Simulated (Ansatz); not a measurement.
# Property card for SiC

SiC:
```
CELL_PARAMETERS angstrom
      3.07895     0.00000     0.00000
     -1.53948     2.66645     0.00000
      0.00000     0.00000    20.13707
ATOMIC_POSITIONS crystal
  Si 0.33333 0.66667 0.25011
  Si 0.66667 0.33333 0.75011
  C  0.33333 0.66667 0.96892
  C  0.66667 0.33333 0.46892
  C  0.00000 0.00000 0.09386
  C  0.00000 0.00000 0.59386
  C  0.33333 0.66667 0.34412
  C  0.66667 0.33333 0.84412
  C  0.33333 0.66667 0.71872
  C  0.66667 0.33333 0.21872
  Si 0.33333 0.66667 0.62499
  Si 0.66667 0.33333 0.12499
  Si 0.00000 0.00000 0.00009
  Si 0.00000 0.00000 0.50009
  Si 0.33333 0.66667 0.87519
  Si 0.66667 0.33333 0.37519
```

Space group P6_3mc (No. 186); conventional cell a = 3.079 Å, b = 3.079 Å, c = 20.137 Å, α = 90.00°, β = 90.00°, γ = 120.00°.

Method: DFT-r²SCAN in the program Ansatz with PAW potentials. Structure relaxed to zero pressure with the same functional. Other levels are named where they apply.

**Cell and energy**

```json
{
  "volume_per_atom": "10.33 Å³",
  "density": "3.22 g/cm³",
  "Formation energy from the elements (no fitted shifts)": "-0.30 eV/atom"
}
```

**Electronic structure**

```json
{
 "band_gap": "2.13 eV (indirect)",
 "valence_band_maximum": "at Γ",
 "conduction_band_minimum": "at M (3 equivalent valleys)",
 "smallest_direct_gap_on_the_standard_path": "3.27 eV",
 "electron_effective_mass": "0.23, 0.51, 0.55 mₑ (principal values)",
 "Weight of the conduction-edge state by species (Voronoi cells)": "Si 61 %, C 39 %",
 "Hole effective mass, band 1 of 2 at the edge": "0.29 along x, 1.6 along z (mₑ)",
 "Hole effective mass, band 2 of 2 at the edge": "3.7 along x, 1.6 along z (mₑ)",
 "Weight of the valence-edge state by species (Voronoi cells)": "C 79 %, Si 21 %",
 "HSE06 gap on the r²SCAN cell": "2.65 eV"
}
```

**Mechanics**

```json
{
  "Bulk modulus (Birch–Murnaghan fit)": "227 GPa",
  "Pressure derivative B′": "3.9",
  "Elastic constants (relaxed ions, GPa)": "C11 = 522, C12 = 111, C13 = 52.0, C33 = 575, C44 = 176",
  "mechanical_stability": "stable (all eigenvalues of C positive)",
  "hill_bulk_and_shear_moduli": "228 and 203 GPa",
  "Young's modulus": "469 GPa",
  "Poisson's ratio": "0.16",
  "debye_temperature_from_the_elastic_constants": "1190 K",
  "Piezoelectric stress constants (proper, relaxed ions, C/m²)": "e15 = e24 = 0.03"
}
```

**Dielectric response**

```json
{
 "Electronic dielectric constant ε∞ (DFPT)": "6.54 (xx = yy), 6.70 (zz)",
 "Static dielectric constant ε0 (ions relaxed, cell fixed)": "9.79 (xx = yy), 10.1 (zz)",
 "Born charges (a third of the trace)": "Si +2.66 to +2.76, C -2.74 to -2.71 e"
}
```

**Phonons**

```json
{
 "Highest zone-centre frequency (without LO–TO term)": "965 cm⁻¹",
 "zone_centre_stability": "no imaginary mode at Γ"
}
```

**Charges**

```json
{
 "bader_charges": "Si +2.87 to +2.88, C -2.88 to -2.87 e"
}
```

The workflow started from an entry of the Crystallography Open Database (COD). Its sites differ from those of the usual phase in this space group: another stacking or structure type. The cell was relaxed with r²SCAN under the symmetry of its start. The references are the lowest solids computed at this level, not always the standard phases.

Potentials: the later of the program's two PAW sets.
